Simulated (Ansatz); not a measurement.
**Phonon spectrum of RbCd**

Computed with DFT PBE, scalar-relativistic, plane waves, PAW in Ansatz 0.2.0. Plane waves to 420 eV; Γ-centred k mesh 12×12×12; Fermi-Dirac smearing of 0.15 eV. No spin polarisation. Phonons by linear response, acoustic sum rule imposed.

Relaxed structure:
```xyz
2
Lattice="4.5523 0.0000 0.0000 0.0000 4.5523 0.0000 0.0000 0.0000 4.5523" Properties=species:S:1:pos:R:3 pbc="T T T"
Rb    2.2761    2.2761    2.2761
Cd    0.0000    0.0000    0.0000
```

The cell was found from a structure generator's guess, not taken from experiment. In a metal, frequencies and elastic constants depend on the k mesh and the smearing, soft modes and shear constants most. Some empty bands missed the eigensolver's threshold.

Force constants from linear response on a 2×2×2 q mesh.

Path: Γ–X–M–Γ–R–X | R–M. Only the points of the 2×2×2 mesh were computed; the rest is interpolation, which is rough on so few points. At q = (0.000, -0.500, -0.500) a computed mode is imaginary, 14i cm⁻¹, so the cell is unstable at this level. Distance along the path (Å⁻¹), then the branches (cm⁻¹, negative for imaginary):
```
0.000  0 0 0 61 61 61
0.086  6 6 6 61 61 61
0.172  12 12 12 60 60 61
0.259  17 17 17 58 58 61
0.345  20 23 23 56 56 61
0.431  22 28 28 54 54 61
0.518  23 33 33 51 51 62
0.604  23 38 38 47 47 62
0.690  23 41 41 44 44 63
0.776  21 40 41 44 46 63
0.863  17 37 42 44 50 64
0.949  12 32 42 43 54 65
1.035  3 26 42 43 59 66
1.121  -9 18 42 42 63 67
1.208  -12 7 42 43 66 68
1.294  -13 -11 42 43 68 68
1.380  -14 -14 42 43 68 68
1.502  -13 -8 42 43 67 68
1.624  -11 16 39 46 64 67
1.746  -7 27 35 49 59 65
1.868  1 30 33 53 55 64
1.990  5 23 31 55 56 63
2.112  5 16 23 58 59 62
2.234  3 8 12 60 61 62
2.356  0 0 0 61 61 61
2.506  6 6 15 60 61 61
2.655  12 12 29 55 61 61
2.804  18 18 36 51 60 60
2.954  22 22 31 56 60 60
3.103  24 25 25 61 61 61
3.253  22 26 26 62 62 64
3.402  25 27 27 64 64 64
3.551  27 27 27 64 64 64
3.674  25 26 27 64 64 65
3.796  21 25 29 61 63 66
3.917  14 25 32 58 62 66
4.040  7 27 35 54 59 67
4.162  5 31 37 50 55 66
4.284  12 36 39 47 51 65
4.405  19 40 41 45 46 63
4.527  23 41 41 44 44 63
4.527  27 27 27 64 64 64
4.614  26 26 28 64 64 64
4.700  24 24 30 62 65 65
4.786  20 20 33 58 66 66
4.873  15 15 36 54 67 67
4.959  8 8 39 50 67 67
5.045  -9 -9 41 46 68 68
5.131  -13 -13 42 43 68 68
5.218  -14 -14 42 43 68 68
```
